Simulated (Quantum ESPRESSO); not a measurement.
Empty bands for a GW run on LiNbF6 (space group R-3, No. 148): 160 bands on a 2×2×2 mesh, LDA, PseudoDojo standard norm-conserving files, scalar-relativistic, Quantum ESPRESSO. The input, in which only the diagonalization keyword changes:

```
&CONTROL
  calculation = 'nscf'
  pseudo_dir = './pseudo'
  outdir = './out'
/
&SYSTEM
  ibrav = 0
  nat = 8
  ntyp = 3
  ecutwfc = 84.0
  ecutrho = 336.0
  occupations = 'fixed'
  force_symmorphic = .true.
  nbnd = 160
/
&ELECTRONS
  conv_thr = 8e-09
  diago_full_acc = .true.
  diago_thr_init = 1e-08
  diagonalization = 'david'
/
ATOMIC_SPECIES
Li 6.9400 Li.upf
F 18.9984 F.upf
Nb 92.9064 Nb.upf
CELL_PARAMETERS angstrom
  2.557315106000   1.476466565000   4.557003000000
 -2.557315106000   1.476466565000   4.557003000000
  0.000000000000  -2.952933130000   4.557003000000
ATOMIC_POSITIONS crystal
Li   0.500000000000   0.500000000000   0.500000000000
F   0.246753000000   0.871850000000   0.636450000000
F   0.753247000000   0.128150000000   0.363550000000
F   0.871850000000   0.636450000000   0.246753000000
F   0.128150000000   0.363550000000   0.753247000000
F   0.636450000000   0.246753000000   0.871850000000
F   0.363550000000   0.753247000000   0.128150000000
Nb   0.000000000000   0.000000000000   0.000000000000
K_POINTS automatic
2 2 2 0 0 0
```

| diagonalization | mean iterations per k point | rough time | largest change of an eigenvalue (eV) |
|---|---|---|---|
| david | 23 | 1 | – |
| cg | 41 | about 4× | 4e-07 |
| paro | 16 | within a factor of two | 8e-08 |

An iteration means different work in each solver, so the counts don't rank them. Times are rough ratios from shared machines.

Spin-orbit coupling is not included.

Geometry of the Materials Project entry, not relaxed at this level.
